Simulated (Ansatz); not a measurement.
This run works on a generated trial structure, not on a known crystal.

Input and command of a plane-wave DFT calculation in Ansatz:

```yaml
crystal:
  lattice:
    - [2.0242429849, 1.1686972322, 7.9929076]
    - [-2.0242429849, 1.1686972322, 7.9929076]
    - [0.0, -2.3373944644, 7.9929076]
  atoms:
    - { symbol: Ga, position: [0.202961297, 0.202961297, 0.202961297] }
    - { symbol: Ga, position: [0.797038703, 0.797038703, 0.797038703] }
    - { symbol: Ge, position: [0.0, 0.0, 0.0] }
    - { symbol: Se, position: [0.599395366, 0.599395366, 0.599395366] }
    - { symbol: Se, position: [0.400604634, 0.400604634, 0.400604634] }
basis:
  ecutwfc: 500
kpoints:
  mp_grid: { grid: [12, 12, 12] }
hamiltonian:
  xc: r2scan
scf:
  occupations: { method: gaussian, width: 0.1 }
output:
  forces: true
  stress: true
  eigenvalues: true
```

```bash
ansatz run input.yaml --threads 1 --pin off --max-ram 2560MiB --backend cpu --events-out ev --progress --plain --runs-dir out
```

Processor: AMD EPYC (Zen 3), 1 thread, on a host shared with other jobs.

Problem. How long does it run, and how much memory does it take?

Solution. About 4.6 min, peak memory 1.2 GiB. It solves 44 bands at 189 k points (after reduction by symmetry) with about 2915 plane waves, in 8 SCF iterations.
